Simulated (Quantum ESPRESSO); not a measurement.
```
CELL_PARAMETERS angstrom
      0.00000     4.41057     4.41057
      4.41057     0.00000     4.41057
      4.41057     4.41057     0.00000
ATOMIC_POSITIONS crystal
  F  0.22407 0.22407 0.77593
  F  0.77593 0.77593 0.22407
  F  0.77593 0.22407 0.22407
  F  0.22407 0.77593 0.77593
  F  0.22407 0.77593 0.22407
  F  0.77593 0.22407 0.77593
  K  0.25000 0.25000 0.25000
  K  0.75000 0.75000 0.75000
  K  0.50000 0.50000 0.50000
  Rh 0.00000 0.00000 0.00000
```

The geometry is that of Materials Project entry mp-1111856, symmetrised and not relaxed again.

Task: What does norm-conserving PBEsol (Quantum ESPRESSO, 88 Ry, no spin-orbit coupling) give for the electronic structure near the Fermi level?

Result: The PBEsol gap is direct, 2.11 eV at X. Another valence extremum on the path lies within 0.02 eV, too close to call. Spin-orbit splittings are left out.

The structure is a Materials Project entry; no match was found in the copy of COD used, and its stability was not checked.
